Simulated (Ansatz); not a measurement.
Harmonic vibrational thermodynamics of ZnCu (CsCl type, space group No. 221) at fixed volume, PBE (plane waves, PAW; program Ansatz). The rows extrapolate the 0 K crystal and know nothing of melting or changes of phase.

```csv
T (K),F_vib (meV/atom),S (J/K per mol of atoms),C_V (J/K per mol of atoms)
50,24.5,5.4,9.2
100,19.2,14.8,17.9
200,?,29.2,?
300,-39.7,38.7,23.9
400,-83.6,?,?
600,-189.2,55.6,24.7
800,?,?,24.8
1000,-448.2,68.3,24.8
```

Q: Some entries are withheld; supply them.

A: 
- 200, C_V (J/K per mol of atoms): 22.8
- 200, F_vib (meV/atom): -4.2
- 800, F_vib (meV/atom): -312.2
- 800, S (J/K per mol of atoms): 62.7
- 400, C_V (J/K per mol of atoms): 24.4
- 400, S (J/K per mol of atoms): 45.7

Space group Pm-3m (CsCl type). Symmetry was held in the PBE relaxation; phonons on a q-mesh show no instability. The run is not spin-polarised.

Potentials: the later of the program's two PAW sets.
